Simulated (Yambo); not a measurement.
BSE-type run in Yambo on Ca2Si (space group Fm-3m, No. 225) under isotropic strain of -0.7 % on all lattice vectors, at zero momentum.

Quantum ESPRESSO step (PBEsol, PseudoDojo standard norm-conserving files, scalar-relativistic):
```
&CONTROL
  calculation = 'nscf'
  pseudo_dir = './pseudo'
  outdir = './out'
/
&SYSTEM
  ibrav = 0
  nat = 3
  ntyp = 2
  ecutwfc = 68.0
  ecutrho = 272.0
  occupations = 'fixed'
  force_symmorphic = .true.
  nbnd = 50
/
&ELECTRONS
  conv_thr = 3.0000000000000004e-09
  diago_full_acc = .true.
  diago_thr_init = 1e-08
/
ATOMIC_SPECIES
Si 28.0850 Si.upf
Ca 40.0780 Ca.upf
CELL_PARAMETERS angstrom
  0.000000000000   3.519373703613   3.519373703613
  3.519373703613   0.000000000000   3.519373703613
  3.519373703613   3.519373703613   0.000000000000
ATOMIC_POSITIONS crystal
Si   0.000000000000   0.000000000000   0.000000000000
Ca   0.750000000000   0.750000000000   0.750000000000
Ca   0.250000000000   0.250000000000   0.250000000000
K_POINTS automatic
8 8 8 0 0 0
```

Yambo input:
```
rim_cut
optics
bse
bss
dipoles
em1s
RandQpts= 1000000
RandGvec= 1 Ry
FFTGvecs= 40 Ry
Chimod= "HARTREE"
BSKmod= "SEX"
BSEmod= "resonant"
BSSmod= "hs"
BSENGexx= 15 Ry
BSENGBlk= 4 Ry
% KfnQP_E
 0.66 | 1.0 | 1.0 |
%
% BSEQptR
 1 | 1 |
%
% BSEBands
 10 | 18 |
%
% BEnRange
 0.0 | 6.1 | eV
%
% BDmRange
 0.15 | 0.15 | eV
%
BEnSteps= 122
% BLongDir
 1.0 | 0.0 | 0.0 |
%
BSHayTrs= -0.02
BSSNEig= 24
WRbsWF
% BndsRnXs
 3 | 46 |
%
NGsBlkXs= 4 Ry
% LongDrXs
 1.0 | 1.0 | 1.0 |
%
```

From the report:

The dimension is k points × valence × conduction bands = 512 × 3 × 6 = 9216.
```
   [SLEPC] Approach                          : Krylov-Schur
   [SLEPC] Number of requested eigenvalues   :  24
   [SLEPC] Number of eigenvalues        [NEV]:  24
    [K] Dimension                                    :   9216
    [K] Bands                                        :  10  18
    [K] Exchange res                                 : yes
    [K] Correlation res                              : yes
    [K] W interaction is bare                        : no
    [K] RL vectors exchange                          :   609
    [K] RL vectors correlation                       :   89
    [W] Matrix size                                  :   89
    [W] Bands                                        :    3   46
    [W] Coulomb Cutoff                               : none
    [W] Hxc Kernel                                   : HARTREE
```

Geometry strained from the cell relaxed with PBEsol, atoms relaxed again.

The structure is a Materials Project entry; no match was found in the copy of COD used, and its stability was not checked.
